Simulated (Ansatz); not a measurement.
SiC (zinc blende, F-43m) at seven volumes, DFT-r²SCAN in the program Ansatz with PAW potentials, scaled uniformly. One row is withheld.

```tsv
V (Å³/atom)	P (GPa)
9.404	25.69
9.714	?
10.024	7.34
10.334	0.00
10.644	-6.34
10.954	-11.82
11.264	-16.54
```

**Question.** Fit the shown pressures and predict the withheld one.

**Answer.** P = (3/2)B₀(x^(7/2) − x^(5/2))[1 + (3/4)(B′ − 4)(x − 1)] with x = (V₀/V)^(2/3). Least squares on the six rows gives V₀ = 10.334 Å³/atom, B₀ = 227 GPa, B′ = 3.88. At V = 9.714, x = 1.0421 and P = 15.84 GPa. The run itself gave 15.84 GPa.

The cell was relaxed with r²SCAN under the symmetry of its start.

Potentials: the later of the program's two PAW sets.
